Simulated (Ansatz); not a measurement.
Relaxed Mg (hcp, Mg type):

```
CELL_PARAMETERS angstrom
      3.18616     0.00000     0.00000
     -1.59308     2.75930     0.00000
      0.00000     0.00000    10.44698
ATOMIC_POSITIONS crystal
  Mg 0.33333 0.66667 0.37500
  Mg 0.33333 0.66667 0.87500
  Mg 0.66667 0.33333 0.12500
  Mg 0.66667 0.33333 0.62500
```

The atoms are displaced by Q × the pattern below (from a DFPT mode at A = (0.0, 0.0, 0.5), largest move 1; Q in Å), at fixed cell. It is one choice among 2 degenerate patterns. (q is in reciprocal vectors of the primitive cell; the cell shown is doubled to hold the pattern.)

| atom | x | y | z |
|---|---|---|---|
| Mg1 | 0.000 | 0.000 | 1.000 |
| Mg2 | 0.000 | 0.000 | -1.000 |

Atoms not listed stay in place.

Method: PBE (plane waves to 420 eV, PAW, scalar-relativistic; Ansatz, an electronic-structure program). k mesh 17×17×5 (Γ-centred), Fermi-Dirac smearing 0.05 eV. E stands for the smeared free energy. With partly filled bands, energies and forces of such displacements shift with the k mesh and the smearing. Mg was relaxed with its symmetry unable to fall. The PAW data are Ansatz's earlier set. The zero of ΔE is the undisplaced structure. The last digit holds for this mesh only.

```
Q (Å)   ΔE (meV/cell)
------  -------------
-0.180           92.8
-0.150       withheld
-0.120           41.0
-0.090           23.0
-0.060           10.2
-0.030            2.6
0.000             0.0
0.030             2.6
0.060            10.2
0.090            23.0
0.120            41.0
0.150        withheld
0.180            92.8
```

Task: Fit an even polynomial form (powers 2, 4) to the given rows and predict ΔE at Q = -0.150.

Result: Least squares on the 11 given rows: ΔE = (2833)·Q² + (967.9)·Q⁴, in meV/cell with Q in Å; root-mean-square residual 0.02 meV/cell. At -0.150 the fit gives 64.2 meV/cell; the calculation gives 64.2 meV/cell, the same to the digits shown. The quadratic term alone would give 63.7 meV/cell.

(For displaced atoms, the force is minus the slope of the energy, and its curvature is a force constant, which sets phonon frequencies.)
